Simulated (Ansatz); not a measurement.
Data:

Relaxed HfO2 (fluorite):

```xyz
6
Lattice="0.0000 5.0976 5.0976 2.5488 0.0000 2.5488 2.5488 2.5488 0.0000" Properties=species:S:1:pos:R:3 pbc="T T T"
Hf     0.0000     0.0000     0.0000
Hf     0.0000     2.5488     2.5488
O      1.2744     1.2744     1.2744
O      1.2744     3.8232     3.8232
O      3.8232     3.8232     3.8232
O      3.8232     6.3720     6.3720
```

In each cell atom 4 (O, nearest neighbour Hf at 2.207 Å; its periodic images, 3.6 Å or more away, move with it) moves by s·(0.577, 0.577, 0.577) (along Cartesian [111]), the rest being held.

Level of theory: PBE (plane waves to 420 eV, PAW, scalar-relativistic; Ansatz, a quantum-chemistry and plane-wave program). k mesh 9×9×9 (Γ-centred), Fermi-Dirac smearing 0.05 eV. E stands for the smeared free energy. HfO2 is run without spin polarisation. HfO2 was relaxed with its symmetry unable to fall. Spin-orbit coupling is left out, though Hf is heavy. This is a high-temperature form of HfO2. The zero of ΔE is the undisplaced structure.

The scan covers s from -0.220 to 0.220 Å in 11 points.

### Question
Is the energy the same for displacements of ±0.220 Å, and if not, which side lies higher?

### Answer
Not even: the negative side lies higher at ±0.220 Å. With its periodic images moving along, the atom's site symmetry in this cell is 3m.

### Question
What is the energy change at s = 0.220 Å?

### Answer
229 meV/cell.

### Question
What force acts on the atom along the line at s = -0.220 Å?

### Answer
3.47 eV/Å.

### Question
What is the force constant k = d²E/ds² of this move at s = 0?

### Answer
11.4 eV/Å².

(For displaced atoms, the force is minus the slope of the energy, and its curvature is a force constant, which sets phonon frequencies.)
